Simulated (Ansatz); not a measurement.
Method: DFT PBE, scalar-relativistic, plane waves, PAW (Ansatz 0.2.0). All cells share a 420 eV cutoff and Γ-centred k meshes spaced about 0.3 Å⁻¹ or finer (0.25 for metals, 2π included). No spin polarisation in the final relaxations.

These are static total energies at zero pressure. All come from trial cells, and lower structures may exist.

Question: Which of these relaxed structures of Bi₂Te₂O₃ is the lowest in energy?
A.

```xyz
7
Lattice="3.6419 0.0000 0.0000 -1.8209 3.1540 0.0000 0.0000 0.0000 14.4547" Properties=species:S:1:pos:R:3 pbc="T T T"
Bi    0.0000    2.1026    1.5902
Bi    1.8209    1.0513   12.8645
Te    0.0000    0.0000    5.9159
Te    0.0000    0.0000    8.5389
O     1.8209    1.0513    2.5318
O     0.0000    2.1026   11.9229
O     0.0000    0.0000    0.0000
```

B.

```xyz
7
Lattice="5.8148 -2.1508 0.0000 5.8148 2.1508 0.0000 -4.2082 0.0000 6.9929" Properties=species:S:1:pos:R:3 pbc="T T T"
Bi   -2.2979    0.0000    5.9724
Bi    9.7193    0.0000    1.0204
Te    6.5357    0.0000    2.5646
Te    0.8857    0.0000    4.4283
O     3.1206    0.0000    0.7561
O     4.3008    0.0000    6.2367
O     0.0000    0.0000    0.0000
```

C.

```xyz
7
Lattice="1.8319 1.0577 13.8405 -1.8319 1.0577 13.8405 0.0000 -2.1153 13.8405" Properties=species:S:1:pos:R:3 pbc="T T T"
Bi    0.0000    0.0000   29.2647
Bi    0.0000    0.0000   12.2569
Te    0.0000    0.0000    5.8606
Te    0.0000    0.0000   35.6610
O     0.0000    0.0000   16.3480
O     0.0000    0.0000   25.1736
O     0.0000    0.0000    0.0000
```

Answer: B. It has space group C2/m (No. 12); the next, A, with space group P-3m1 (No. 164), lies 73 meV/atom higher. Counting O or Te atoms around Bi (for each partner element, those within 1.25 times its shortest distance or 1.15 times the sum of covalent radii, where it is the nearest in units of that sum or under 1.3; a plus sign parts groups by distance over the sum of covalent radii), the lowest has Bi 4+3+3 and the next has Bi 3+3. The lowest holds Te–Te chains (shortest 2.85 Å); the next holds Te–Te pairs (shortest 2.62 Å).

No dispersion correction is applied, so the spacing and binding between layers, chains or molecules are poorly described (P-3m1, R-3m), and this can change margins and order among such cells. Spin–orbit coupling, which can matter for Bi and Te, is left out. With atoms moved at random, C2/m (by 43 meV/atom) fell into a lower structure. Without a clear test, and held by symmetry: P-3m1 and R-3m. Some candidate types were left out of the draw beforehand, so a known form may be missing.
